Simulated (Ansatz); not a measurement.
Here is the system:

AlCo:
```cif
data_AlCo
_chemical_formula_sum 'Al1 Co1'
_space_group_name_H-M_alt 'Pm-3m'
_space_group_IT_number 221
_space_group_name_Hall '-P 4 2 3'
_cell_length_a 2.85198
_cell_length_b 2.85198
_cell_length_c 2.85198
_cell_angle_alpha 90.000
_cell_angle_beta 90.000
_cell_angle_gamma 90.000
loop_
_atom_site_label
_atom_site_type_symbol
_atom_site_symmetry_multiplicity
_atom_site_Wyckoff_symbol
_atom_site_fract_x
_atom_site_fract_y
_atom_site_fract_z
_atom_site_occupancy
Al1 Al 1 a 0.00000 0.00000 0.00000 1
Co1 Co 1 b 0.50000 0.50000 0.50000 1
```

This is the PBE-relaxed structure.

Q: All from the program Ansatz at the PBE level (PAW), unless another level is named. Predict the bulk modulus (Birch–Murnaghan fit).

A: 179 GPa.

Q: And the vibrational entropy at 300 K?

A: 21.8 J/(K·mol of atoms).

Q: Predict the highest zone-centre frequency.

A: 326 cm^-1.

The cell was relaxed with PBE under the symmetry of its start; phonons on a q-mesh show no instability. No spin polarisation was allowed. As this level gives no gap, phonon frequencies hold no LO–TO term and depend on the k-mesh and smearing (Fermi–Dirac, 0.1 eV here).

Potentials: the later of the program's two PAW sets.
